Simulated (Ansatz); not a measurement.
**Zr2Si2C: rattling a relaxed structure**

The cell was found from a structure generator's guess, not taken from experiment.

The calculation used DFT PBE, scalar-relativistic, plane waves, PAW (Ansatz 0.2.0). Cutoff 420 eV; k points 12×12×6 on the computed 5-atom cell (Γ-centred); Gaussian smearing, width 0.10 eV; no spin polarisation.

The cell below (5 atoms, space group P6/mmm (No. 191)) is relaxed within its symmetry.

```xyz
5
Lattice="4.6317 0.0000 0.0000 -2.3158 4.0112 0.0000 0.0000 0.0000 6.1324" Properties=species:S:1:pos:R:3 pbc="T T T"
Zr    2.3158    1.3371    3.0662
Zr    0.0000    2.6741    3.0662
Si    0.0000    0.0000    4.3769
Si    0.0000    0.0000    1.7556
C     0.0000    0.0000    0.0000
```

For the test a repeat of it with 10 atoms (edges 4.63, 6.13, 8.02 Å) was strained at random (σ = 1.5 % a component), the atoms were moved at random (σ = 0.10 Å), and all was relaxed again on a coarse 6×4×4 mesh (in the run’s order of axes) with 0.20 eV smearing, with no symmetry imposed.

Question: Is the structure stable against such a distortion?

Answer: It doesn't return. The energy falls by 1036 meV/atom on that mesh, the volume changes by -25.6 %, and the end has space group P-1 (No. 2) at a loose tolerance. Relaxed again on a 10×8×6 mesh with 0.10 eV smearing, the new structure lies 1033 meV/atom below the first (mesh in the axes of the run's cell; the cell below is made exact in the group named). Space group P-1 (No. 2), triclinic, a = 3.869 Å, b = 5.963 Å, c = 7.809 Å, α = 101.7°, β = 95.6°, γ = 103.5°. Zr on its first site is surrounded by 2 C at 2.27 Å, 5 Si at 2.67–2.96 Å and 2 Zr at 3.20–3.33 Å; Zr on its second site has 1 C at 2.33 Å, 7 Si at 2.60–3.07 Å and 2 Zr at 3.05–3.09 Å; around Si on its first site lie 1 C at 2.07 Å, 4 Zr at 2.60–2.72 Å, 2 Si at 2.67–2.81 Å, 2 Zr at 2.99–3.07 Å and 1 C at 3.03 Å; C has 1 Si at 1.94 Å, 1 Si at 2.07 Å and 3 Zr at 2.27–2.33 Å; 1 more site not described.

```
CELL_PARAMETERS angstrom
3.86864 0.00000 0.00000
-1.38985 5.79922 0.00000
-0.75944 -1.81572 7.55742
ATOMIC_POSITIONS crystal
Zr 0.33574 0.78967 0.59138
Zr 0.59372 0.26345 0.99066
Zr 0.66426 0.21033 0.40862
Zr 0.40628 0.73655 0.00934
Si 0.05616 0.00808 0.18209
Si 0.78822 0.51907 0.74232
Si 0.94384 0.99192 0.81791
Si 0.21178 0.48093 0.25768
C 0.35113 0.82404 0.30812
C 0.64887 0.17596 0.69188
```
